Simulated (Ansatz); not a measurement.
Input and command of a calculation in Ansatz (plane waves; scalar-relativistic PAW potentials unless the input names others):

```yaml
crystal:
  lattice:
    - [-2.5765483449, 2.5765483449, 7.3763091774]
    - [2.5765483449, -2.5765483449, 7.3763091774]
    - [2.5765483449, 2.5765483449, -7.3763091774]
  atoms:
    - { symbol: Sc, position: [0.3414139104, 0.3414139104, 0.0] }
    - { symbol: Sc, position: [0.6585860896, 0.6585860896, 0.0] }
    - { symbol: S, position: [0.5, 0.5, 0.0] }
    - { symbol: S, position: [0.1783795323, 0.6783795323, 0.5] }
    - { symbol: S, position: [0.6783795323, 0.1783795323, 0.5] }
    - { symbol: S, position: [0.3216204677, 0.8216204677, 0.5] }
    - { symbol: S, position: [0.8216204677, 0.3216204677, 0.5] }
basis:
  ecutwfc: 420
kpoints:
  mp_grid: { grid: [8, 8, 8] }
hamiltonian:
  xc: pbe
scf:
  max_iter: 80
output:
  forces: true
  eigenvalues: true
  stress: true
```

```bash
ansatz run input.yaml --threads 1 --pin off --max-ram 2560MiB --backend cpu --events-out ev --progress --plain --runs-dir out
```

Task: What is wrong with this input?

Result: The program refuses it, because of no occupation method (scf.occupations: {"method": "gaussian", "width": 0.02} → not typed). With the sound run's settings it is accepted.

Abridged log:
```
Error: YAML parse error: `scf.occupations.method` is required: fixed only where the cell keeps a band gap throughout the run, explicit beside scf.occupations.values (under evaluate: without them), else a smearing such as fermi_dirac (scf.occupations.width is optional; its entry in the input reference gives the default)
```